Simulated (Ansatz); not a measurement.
## CuI, single point

System: CuI, an experimental structure (space group F-43m, primitive cell doubled); the cell holds 4 atoms. Source: COD entry 7222857, which need not be the ambient phase.

The calculation used DFT, PBE+U, PAW, plane waves, scalar-relativistic (Ansatz).

The input:

```yaml
crystal:
  lattice:
    - [-3.075, -3.075, -6.15]
    - [3.075, -3.075, 0.0]
    - [-3.075, -3.075, 0.0]
  atoms:
    - { symbol: I, position: [0.75, 0.5, 0.25] }
    - { symbol: I, position: [0.25, 0.0, 0.25] }
    - { symbol: Cu, position: [0.0, 0.0, 0.0] }
    - { symbol: Cu, position: [0.5, 0.5, 0.0] }
hamiltonian:
  xc: pbe
  pseudopotentials: { kind: paw }
  hubbard: { sites: [{ species: Cu, l: d, u_eff: 4.0 }] }
basis:
  ecutwfc: 420
kpoints:
  mp_grid: { grid: [4, 5, 6] }
scf:
  occupations: { method: gaussian, width: 0.05 }
  lower_state_search: "off"
output:
  forces: true
  stress: true
magnetization:
  spin_polarized: true
```

What the program printed (shortened):

```
Warning: crystal.symmetry: narrowed to the stabiliser of the k-point mesh — unitary ops 16 → 4, anti-unitary 16 → 4; excluded 24 operations that carry a point of the 4×5×6 mesh (shift [0, 0, 0]) off the mesh (the run samples exactly the mesh kpoints.mp_grid names, as under crystal.symmetry.detect: false, and its converged state has the mesh's symmetry, not the crystal's; [...]
I: projections on atomic orbitals take those of the free atom [Kr] 4d10 5s2 5p5, of charge +0.00 (hamiltonian.pseudopotentials.projection_atoms); the dataset's partial waves leave at most 9.4e-6 of an orbital's norm unspanned inside its sphere
Cu: projections on atomic orbitals take those of the free atom [Ne] 3s2 3p6 3d10 4s1, of charge +0.00 (hamiltonian.pseudopotentials.projection_atoms); the dataset's partial waves leave at most 2.0e-6 of an orbital's norm unspanned inside its sphere
Pseudopotentials: kind: paw
Pseudopotential: I, paw, valence charge 17, recommended cutoff 420 eV (normal), I.paw.azcp
Pseudopotential: Cu, paw, valence charge 19, recommended cutoff 420 eV (normal), Cu.paw.azcp
Functional definition: PBE
Crystal: 4 atoms, lattice volume = 116.304 Å³
Basis set: ecut = 420 eV, 2277 PW (Γ), exchange–correlation on 108×60×60 points (8 copies of the dense FFT grid, shifted against one another)
Bands: 44, of which v1, the nominal top of the filled ones, is band 36 counted from 1 (35 counted from 0)
Symmetry: 4 space group operations
k-points: 42 of 120 (time reversal used)
Non-local potential: I, projectors of the file, l = 0: 2, l = 1: 2, l = 2: 2, l = 3: 2
Non-local potential: Cu, projectors of the file, l = 0: 3, l = 1: 2, l = 2: 3, l = 3: 1
Initial density: superposition of atomic densities (chi_scale 0.1, normalization cell, long waves kept (reshape's long-wave potential 0.00 eV rms))
Initial wavefunctions: pseudopotential atomic-orbital guess
Functional: x = pbe(κ = 0.804, μ = 0.2195149727645171), c = pbe(β = 0.06672455060314922)
SCF iter   1: F=—  HF=-28278.680710 eV  |F-HF|=—  |Δ(HF+E_count)|=         —  Δρ=3.86e-2 (↑3.86e-2 ↓3.86e-2)  dr2=7.26e0  dr2_m=0.00e0  M=0.000 μB ∫|m|=0.000 μB  β_m=0.30  ethr=3.10e-3  ⟨swp⟩=8.2  Hψ=7707  notcnv=0  defer=10
preconditioner: auto → Resta (q_TF=auto, 2.519 Å⁻¹)  ε∞=4.5  [insulator: Δε(μ)=1.652 eV  Ē_g=11.009 eV  σ=0.050 eV  W_gap=1.00  n_scr=36 (ndim 8)  ℏωp=20.7 eV  f_vac=0.166  D(μ)=0.00/eV (n_scr^D=0)  ε∞_Penn≈4.5]
spin=Collinear: Resta preconditioning applied to the charge; magnetization (m = ρ↑ − ρ↓) channel mixes plain (no charge-response kernel on spin).
SCF iter   2: F=—  HF=-28276.942317 eV  |F-HF|=—  |Δ(HF+E_count)|=    1.74e0  Δρ=1.22e-2 (↑1.22e-2 ↓1.22e-2)  dr2=1.39e0  dr2_m=0.00e0  M=0.000 μB ∫|m|=0.000 μB  β_m=0.35  ethr=3.10e-3  ⟨swp⟩=3.0  Hψ=3248  notcnv=0  defer=117
SCF iter   3: F=—  HF=-28276.324465 eV  |F-HF|=—  |Δ(HF+E_count)|=   6.18e-1  Δρ=6.73e-3 (↑6.58e-3 ↓6.73e-3)  dr2=4.02e-1  dr2_m=1.37e-3  M=0.147 μB ∫|m|=0.147 μB  ethr=1.93e-3  ⟨swp⟩=2.7  Hψ=2622  notcnv=0  defer=117
Mixer restart at iter 3: flushing history
SCF iter   4: F=—  HF=-28276.522794 eV  |F-HF|=—  |Δ(HF+E_count)|=         —  Δρ=6.63e-3 (↑6.59e-3 ↓6.63e-3)  dr2=3.90e-1  dr2_m=1.47e-3  M=0.000 μB ∫|m|=0.007 μB  β_m=0.35  ethr=5.58e-4  ⟨swp⟩=3.0  Hψ=5784  notcnv=0  defer=204
Mixer restart at iter 4: flushing history
SCF iter   5: F=—  HF=-28276.452564 eV  |F-HF|=—  |Δ(HF+E_count)|=         —  Δρ=4.44e-3 (↑4.44e-3 ↓4.44e-3)  dr2=1.43e-1  dr2_m=0.00e0  M=0.000 μB ∫|m|=0.000 μB  β_m=0.35  ethr=5.42e-4  ⟨swp⟩=6.2  Hψ=4294  notcnv=0  defer=98
SCF iter   6: F=—  HF=-28276.440208 eV  |F-HF|=—  |Δ(HF+E_count)|=   1.24e-2  Δρ=3.21e-3 (↑3.21e-3 ↓3.21e-3)  dr2=6.15e-2  dr2_m=0.00e0  M=0.000 μB ∫|m|=0.000 μB  β_m=0.68  ethr=1.99e-4  ⟨swp⟩=2.0  Hψ=2420  notcnv=0  defer=117
SCF iter   7: F=—  HF=-28276.455861 eV  |F-HF|=—  |Δ(HF+E_count)|=   1.57e-2  Δρ=1.42e-3 (↑1.42e-3 ↓1.42e-3)  dr2=6.25e-3  dr2_m=0.00e0  M=0.000 μB ∫|m|=0.000 μB  β_m=0.84  ethr=8.54e-5  ⟨swp⟩=2.8  Hψ=2799  notcnv=0  defer=117
SCF iter   8: F=—  HF=-28276.458992 eV  |F-HF|=—  |Δ(HF+E_count)|=   3.13e-3  Δρ=1.98e-3 (↑1.98e-3 ↓1.98e-3)  dr2=1.02e-2  dr2_m=0.00e0  M=0.000 μB ∫|m|=0.000 μB  β_m=0.58  ethr=8.68e-6  ⟨swp⟩=2.0  Hψ=3844  notcnv=0  defer=117
SCF iter   9: F=—  HF=-28276.455965 eV  |F-HF|=—  |Δ(HF+E_count)|=   3.03e-3  Δρ=1.59e-4 (↑1.59e-4 ↓1.59e-4)  dr2=1.96e-4  dr2_m=0.00e0  M=0.000 μB ∫|m|=0.000 μB  β_m=0.79  ethr=8.68e-6  ⟨swp⟩=2.0  Hψ=3394  notcnv=0  defer=117
SCF iter  10: F=—  HF=-28276.456263 eV  |F-HF|=—  |Δ(HF+E_count)|=   2.98e-4  Δρ=1.23e-4 (↑1.23e-4 ↓1.23e-4)  dr2=9.53e-5  dr2_m=0.00e0  M=0.000 μB ∫|m|=0.000 μB  β_m=0.90  ethr=2.73e-7  ⟨swp⟩=2.0  Hψ=2447  notcnv=0  defer=117
SCF iter  11: F=—  HF=-28276.456342 eV  |F-HF|=—  |Δ(HF+E_count)|=   7.93e-5  Δρ=2.26e-5 (↑2.26e-5 ↓2.26e-5)  dr2=2.00e-6  dr2_m=0.00e0  M=0.000 μB ∫|m|=0.000 μB  β_m=0.95  ethr=1.32e-7  ⟨swp⟩=2.0  Hψ=2481  notcnv=0  defer=117
SCF iter  12: F=-28276.456347 eV  HF=-28276.456347 eV  |F-HF|=2.40e-7  |Δ(HF+E_count)|=   4.87e-6  Δρ=4.60e-6 (↑4.60e-6 ↓4.60e-6)  dr2=8.99e-8  dr2_m=0.00e0  M=0.000 μB ∫|m|=0.000 μB  ethr=1.39e-10  ⟨swp⟩=3.0  Hψ=7193  notcnv=0
SCF 1 converged in 12 iterations: F = -28276.456347 eV  dr2 = 8.99e-8
  greatest PAW one-centre occupation: 1.000 electrons in one spin orbital (limit 2), on the Cu atom at site 3 (counted from 0), in its partial waves of l = 0
SCF converged after 12 iterations
Magnetization: 0.0000 μB (36.0000 up, 36.0000 down)
Absolute magnetization: 0.0000 μB (∫|ρ↑−ρ↓|)
Spin contamination: 0.0000 ħ² per cell (⟨S²⟩ above its minimum at these occupations)
Per-site moments (μB) at R_I (Å): [(0.0, 1.0984), (0.0, 1.0984), (0.0, 1.0984), (0.0, 1.0984)]
Free energy (F): -28276.456347 eV
Harris-Foulkes:  -28276.456347 eV  (|F-HF|=2.40e-7)
Internal energy: -28276.456347 eV  (E = F + TS)
E sigma→0 (E₀):  -28276.456347 eV
Fermi energy:    7.721883 eV
--- Per-component energies (eV) ---
  E_band       = -1797.342639
  E_kinetic    = 978.906530
  E_local      = -15463.421881  (includes V_loc(G=0)·N_el)
  E_nonlocal   = 633.746392
  E_hartree    = 7184.628907
  E_xc         = -429.432948
  E_vxc        = -480.630273  (∫ρ·V_xc dr)
  E_hubbard    = 0.215668  (on-site DFT+U / exact-exchange correction)
  E_vhub       = -39.351831  (the Hubbard potential's part of the band-sum identity)
  E_paw        = -12990.368066  (= ΣΔE_a)
  E_vpaw       = -1795.876262  (= ΣTr[D̂ρ^β])
  E_aug_tail   = 0.000432  (compensation charges beyond the density's cutoff)
  E_ewald      = -8190.731381
  E_smearing   = -0.000000  (= −TS)
  E_closure    = -0.000000  (closes the sum)
  Σ components = -28276.456347   (vs F -28276.456347, Δ=0.00e0)
--- Forces (eV/Å), atoms counted from 1 ---
  atom   1  I     -0.00003924    -0.00003924     0.00134117
  atom   2  I     -0.00003924    -0.00003924     0.00134117
  atom   3  Cu     0.00003931     0.00003931    -0.00134331
  atom   4  Cu     0.00003931     0.00003931    -0.00134331
  max |Σ_I F_I| component: 4.28e-6 eV/Å
--- Stress (GPa, compression-positive) ---
       -0.560535      -0.012999       0.000255
       -0.012999      -0.560535       0.000255
        0.000255       0.000255      -0.580401
  P = ⅓ Tr σ = -0.5672 GPa (-5.672 kbar)
```

The mesh has less symmetry than the lattice, which lowers the symmetry of the run.

The run took 15 s on 2 threads of Arm Neoverse V2, on a shared host, peak memory 0.61 GiB.
